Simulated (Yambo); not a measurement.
```xyz
3
Lattice="3.0512 0.0000 0.0000 -1.5256 2.6425 0.0000 0.0000 0.0000 16.1000" Properties=species:S:1:pos:R:3 pbc="T T T"
S      0.0000     0.0000    -1.6026
S      0.0000     0.0000     1.6026
W      1.5256     0.8808     0.0000
```

Response from Yambo on PBEsol (Quantum ESPRESSO, PseudoDojo norm-conserving, 74 Ry, no spin-orbit coupling) bands: 24×24×1 mesh, 38 bands, 2 Ry local-field block, 0.2 eV broadening.

Question: Give the static in-plane polarisability without and with local fields.

Answer: 
```tsv
field along	α(0), independent particles (Å)	α(0), RPA with local fields (Å)	screening length 2πα (Å)
x	6.39	6.13	38.5
```
Electronic (clamped-ion) response only. Spin-orbit coupling, left out here, changes gap and response of such heavy elements. Convergence of the RPA response with its 24×24×1 mesh was not tested.

Geometry strained from the cell relaxed with PBEsol, atoms relaxed again.
